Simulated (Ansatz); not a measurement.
Relaxed-ion elastic tensor of ZnO2 in space group Pa-3 (No. 205; Zn on 4a, O on 8c) in GPa (Voigt order), DFT-r²SCAN in the program Ansatz with PAW potentials; density 5.59 g/cm³, 9.64 Å³ per atom.

```
 257   118   118   0.0   0.0   0.0
 118   257   118   0.0   0.0   0.0
 118   118   257   0.0   0.0   0.0
 0.0   0.0   0.0  73.6   0.0   0.0
 0.0   0.0   0.0   0.0  73.6   0.0
 0.0   0.0   0.0   0.0   0.0  73.6
```

Is the crystal mechanically stable?

Yes: the smallest eigenvalue of C is 73.6 GPa.

Work out the Voigt, Reuss and Hill averages.

K_V = 164, K_R = 164, K_H = 164; G_V = 71.9, G_R = 71.8, G_H = 71.9 GPa.

Give Young's modulus, Poisson's ratio, Pugh's ratio and the universal anisotropy index.

E = 9KG/(3K + G) = 188 GPa; ν = 0.31; K/G = 2.29 (ductile by the Pugh limit of 1.75); A_U = 5G_V/G_R + K_V/K_R − 6 = 0.00.

Estimate the sound speeds and the Debye temperature.

v_l = √((K + 4G/3)/ρ) = 6820 m/s, v_t = √(G/ρ) = 3590 m/s, mean 4010 m/s; Θ = (h/k)(3n/4πV)^(1/3) v_m = 561 K.

Give the Zener ratio and Young's modulus along [100], [110] and [111].

A = 2C44/(C11 − C12) = 1.06; 1/E = S11 − 2(S11 − S12 − S44/2)Γ with Γ = 0, 1/4, 1/3 gives 182, 190, 192 GPa.

Solve the Christoffel equation for the three sound speeds along [100], [110], [111].

Eigenvalues of C_ijkl n_j n_l equal ρv². In km/s, slowest first: [100] 3.63, 3.63, 6.78; [110] 3.52, 3.63, 6.83; [111] 3.56, 3.56, 6.85.

The first step of the workflow began from a Materials Project structure, measured or hypothetical; the Crystallography Open Database copy checked does not list it. Whether it is the stable phase at ambient conditions was not checked. The r²SCAN relaxation kept the symmetry of its start; its stability against distortions is not shown here.

Potentials: the later of the program's two PAW sets.
